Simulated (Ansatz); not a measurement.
Relaxation of a relaxed WC cell, doubled along one cell vector, shaken by Gaussian noise of σ = 0.08 Å a coordinate; 8 atoms in the cell, which starts as P1 (No. 1), aP8; a = 3.091 Å, b = 5.354 Å, c = 5.973 Å, α = 90.00°, β = 90.00°, γ = 90.00°. The numbers are results of PBEsol (plane waves to 420 eV, PAW, scalar-relativistic; Ansatz, a quantum-chemistry and plane-wave program), not measurements. Γ-centred k-mesh 9×5×4 on the run's cell (coarser than for final values), Fermi–Dirac smearing 0.05 eV. This is the first round of the run. 

The optimiser's lines from the output (shortened; P is positive under compression):

```
relax step   1: F+E_penalty+E_count = -42011.64383901 eV  Δ(F+E_penalty+E_count) = +0.000e0 eV  max|allowed force component| = 5.115e0 eV/Å  Δτ_max = 0.0000 Å  P = +7.147 GPa  Ω = 98.853 Å³  (9 SCF iters, dr2 threshold 1.00e-7 eV, accepted)
relax step   2: F+E_penalty+E_count = -42013.10773682 eV  Δ(F+E_penalty+E_count) = -1.464e0 eV  max|allowed force component| = 1.276e0 eV/Å  Δτ_max = 0.1563 Å  P = +2.495 GPa  Ω = 97.928 Å³  (7 SCF iters, dr2 threshold 8.00e-7 eV, accepted)
relax step   3: F+E_penalty+E_count = -42013.21392271 eV  Δ(F+E_penalty+E_count) = -1.062e-1 eV  max|allowed force component| = 5.835e-1 eV/Å  Δτ_max = 0.0740 Å  P = +0.925 GPa  Ω = 98.519 Å³  (6 SCF iters, dr2 threshold 8.00e-7 eV, accepted)
relax step   4: F+E_penalty+E_count = -42013.28495859 eV  Δ(F+E_penalty+E_count) = -7.104e-2 eV  max|allowed force component| = 2.826e-2 eV/Å  Δτ_max = 0.0702 Å  P = -0.070 GPa  Ω = 98.854 Å³  (6 SCF iters, dr2 threshold 8.00e-7 eV, accepted)
relax step   5: F+E_penalty+E_count = -42013.28549290 eV  Δ(F+E_penalty+E_count) = -5.343e-4 eV  max|allowed force component| = 1.934e-3 eV/Å  Δτ_max = 0.0124 Å  P = +0.046 GPa  Ω = 98.836 Å³  (6 SCF iters, dr2 threshold 1.38e-7 eV, accepted)
relax step   6: F+E_penalty+E_count = -42013.28552554 eV  Δ(F+E_penalty+E_count) = -3.264e-5 eV  max|allowed force component| = 1.767e-3 eV/Å  Δτ_max = 0.0017 Å  P = +0.002 GPa  Ω = 98.846 Å³  (6 SCF iters, dr2 threshold 4.87e-8 eV, accepted)
relax step   7: F+E_penalty+E_count = -42013.28552532 eV  Δ(F+E_penalty+E_count) = +2.184e-7 eV  max|allowed force component| = 1.226e-4 eV/Å  Δτ_max = 0.0002 Å  P = -0.002 GPa  Ω = 98.847 Å³  (6 SCF iters, dr2 threshold 1.15e-9 eV, accepted)
relax step   8: F+E_penalty+E_count = -42013.28552985 eV  Δ(F+E_penalty+E_count) = -4.531e-6 eV  max|allowed force component| = 1.191e-4 eV/Å  Δτ_max = 0.0000 Å  P = -0.001 GPa  Ω = 98.847 Å³  stress off target by 2.91e-3 GPa  SCF on the basis re-selected at this cell (its energy is not comparable with the rows above)  (8 SCF iters)
```

From the first to the last row the energy changes by -0.21 eV/atom and the volume by 0.0 %. The last row is marked as not comparable with the walk above it, whose basis was carried along; it does compare with step 1, since both stand on a basis selected at the nominal cutoff for their own cell.

Later rounds, restarted from the end of this one on a renewed k-mesh, logged 3 more steps and released under 0.01 eV/atom more. The final structure after all rounds: P6₃mc (No. 186), hP4, wurtzite type; a = b = 3.091 Å, c = 5.973 Å, α = β = 90.00°, γ = 120.00°. Between re-selections the logged energies stand on a plane-wave basis carried along with the cell. No spin polarisation in the result.

The relaxed structure here is a generated cell of WC: the first start was made by placing the elements on the sites of a structure type, and the end was not matched to a known phase here, so it may be hypothetical. Known forms of WC include space group No. 187.
